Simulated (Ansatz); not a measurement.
KBr:
```cif
data_BrK
_chemical_formula_sum 'K1 Br1'
_space_group_name_H-M_alt 'P 1'
_space_group_IT_number 1
_cell_length_a 4.63160
_cell_length_b 4.63160
_cell_length_c 4.63160
_cell_angle_alpha 60.000
_cell_angle_beta 60.000
_cell_angle_gamma 60.000
loop_
_space_group_symop_operation_xyz
  'x, y, z'
loop_
_atom_site_label
_atom_site_type_symbol
_atom_site_fract_x
_atom_site_fract_y
_atom_site_fract_z
_atom_site_occupancy
K1 K 0.00000 0.00000 0.00000 1
Br1 Br 0.50000 0.50000 0.50000 1
```

Relaxed with PBEsol.

Problem. Decompose the optical modes at the zone centre into irreducible representations, and say which are infrared and Raman allowed.

Solution. Point group m-3m: Γ_opt = T1u. Infrared: T1u. Raman: none.

Problem. Assign frequencies (DFPT, plane-wave PAW PBEsol (Ansatz code); without the LO–TO term).

Solution. T1u 112 cm⁻¹.

Space group Fm-3m (rock salt). The PBEsol relaxation kept the symmetry of its start; of distortions, only those at the zone centre were tested.

Potentials: the later of the program's two PAW sets.
